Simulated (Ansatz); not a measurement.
ScCl (R-3m), stationary points along a deformation path

All numbers below come from DFT r2SCAN, scalar-relativistic, plane waves, PAW (Ansatz). Settings: plane waves to 500 eV, k-mesh 18×18×18 (Γ-centred), Gaussian smearing 0.15 eV. No spin polarisation. Energies are free energies at this smearing, counted from the undisturbed cell; pressure is positive in compression.

The starting cell (as given, not relaxed at this level; it stands at 0.6 GPa, and it needn't be the usual structure):

```
Sc Cl
1.0
     1.73650    1.00257    8.90333
    -1.73650    1.00257    8.90333
     0.00000   -2.00514    8.90333
Sc Cl
2 2
Direct
  0.21370 0.21370 0.21370
  0.78630 0.78630 0.78630
  0.39140 0.39140 0.39140
  0.60860 0.60860 0.60860
```

The cell holds layers and no dispersion correction was added, so their binding is poorly described.

At fixed volume and fractional coordinates, lengths along (0.000, 0.000, 1.000) are scaled against those across it; ρ is that ratio over its starting value. V = 23.251 Å³/atom. Δσ is the stress along the axis less the mean stress across it (compression positive).

| ρ | ΔE (meV/atom) | Δσ (GPa) | space group |
| --- | --- | --- | --- |
| 0.850 | 91.8 | 12.23 | R-3m |
| 0.920 | 21.0 | 6.09 | R-3m |
| 0.960 | 3.3 | 2.52 | R-3m |
| 1.000 | 0.0 | -0.81 | R-3m |
| 1.100 | 41.8 | -8.36 | R-3m |
| 1.200 | 146.4 | -16.74 | R-3m |

Question: How does the stress give the slope of the energy, and where is the energy stationary?

Answer: Along the path d ln(length) is 2/3 d ln ρ on the axis and −1/3 d ln ρ across it, so dE/d ln ρ = −(2/3) V Δσ: the energy falls with ρ where Δσ is positive. Δσ vanishes or changes sign between ρ = 0.960 and 1.000, a minimum (near 0.99 by linear interpolation). Pairs of stationary points between two samples would go unseen, and could change a minimum read from distant neighbours into a maximum.

Question: Integrate that slope from ρ = 1 to 1.200 by the trapezoid rule.

Answer: With V/N in Å³ and 1 eV/Å³ = 160.2 GPa the slopes at ρ = 1.000, 1.100, 1.200 are 78, 809, 1619 meV/atom per unit of ln ρ. The steps add 42.3 + 105.6 = 147.9 meV/atom, against 146.4 from the energies; the trapezoid rule misses the curvature of the slope within each step.

Forces appear on the atoms along this scan, and letting them relax would lower the energy and soften the response. No gap shows at this level, though a semilocal functional can close a small gap that the real compound has; without a gap these slopes depend on the k mesh and the smearing.

Cost: 6 runs of about 16 core-minutes in all, on Arm Neoverse V2 (shared hosts).